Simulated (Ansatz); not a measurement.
Problem. Name crystals whose computed values (PBE+D3(BJ) (plane waves, PAW; program Ansatz)) fall in these windows: gap (eV) 0.19 to 0.28; electron conductivity mass (mₑ) 0.12 to 0.16.

Solution. 

```csv
crystal,gap (eV),electron conductivity mass (mₑ)
"Ge2Sb2Te5, R-3m (Pearson symbol hR9)",0.24,0.14
```
Others may fit too.

Typed or built starts, not in the databases checked: Ge2Sb2Te5, R-3m (Pearson symbol hR9). Not the usual ambient phase: Ge2Sb2Te5, R-3m (Pearson symbol hR9). The cell was relaxed under the symmetry of its start. Scalar-relativistic: spin–orbit coupling is off unless named, which matters more the heavier the elements.

Potentials: the later of the program's two PAW sets.
